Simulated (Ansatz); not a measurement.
O in its lowest state found on the top face of a (100) slab of W (Im-3m (No. 229)), 5 planes, outer planes W (top) and W (bottom); 1 a cell of 9.95 Å², its atoms last:

```yaml
crystal:
  lattice:
    - [3.15436, 0.00000, 0.00000]
    - [0.00000, 3.15436, 0.00000]
    - [0.00000, 0.00000, 25.30872]
  atoms:
    - { symbol: W, position: [0.50000, 0.50000, 0.33585] }
    - { symbol: W, position: [0.00000, 0.00000, 0.39817] }
    - { symbol: W, position: [0.50000, 0.50000, 0.46005] }
    - { symbol: W, position: [0.00000, 0.00000, 0.52045] }
    - { symbol: W, position: [0.50000, 0.50000, 0.58677] }
    - { symbol: O, position: [0.00000, 0.50000, 0.63071] }
```

Level of theory: DFT PBEsol, scalar-relativistic, plane waves, PAW in Ansatz. Settings: cutoff 420 eV, Γ-centred mesh 9×9×1 on the computed 6-atom cell, Gaussian smearing of 0.10 eV; no spin polarisation. A dipole correction removes the field between periodic images along c.

The clean top face has a work function of 4.21 eV. Adsorption changes the slab's dipole along +c by Δp = -0.0918 e·Å a cell (-0.44 D an adsorbate).

Q: What change of work function does the Helmholtz equation give?

A: A sheet of dipoles makes a step in an electron's potential energy of −e·Δp/(ε0·A), and e/ε0 = 180.95 eV·Å for Δp in e·Å: −180.95 × (-0.0918)/9.95 = +1.67 eV. This is the change of φ(top) − φ(bottom). If the bottom face is unmoved, φ(top) becomes 5.88 eV.

Q: How does that compare with the calculation?

A: φ(top) changes by +1.60 eV and φ(bottom) by -0.07 eV, so their difference changes by +1.67 eV. The slab is thin enough for the adsorbate to shift the Fermi level against the bottom face too.

Q: What does the sign say about the electrons?

A: The change of dipole points into the surface (negative end outward), so the work function rises. Electrons gather on the vacuum side. Δp also holds the adsorbate's own dipole and the moves of the surface atoms, so it isn't a charge transfer alone.

Spin-orbit coupling is left out, which matters for the bands of heavy elements. Spin polarisation was left out, and a magnetic state may lie lower.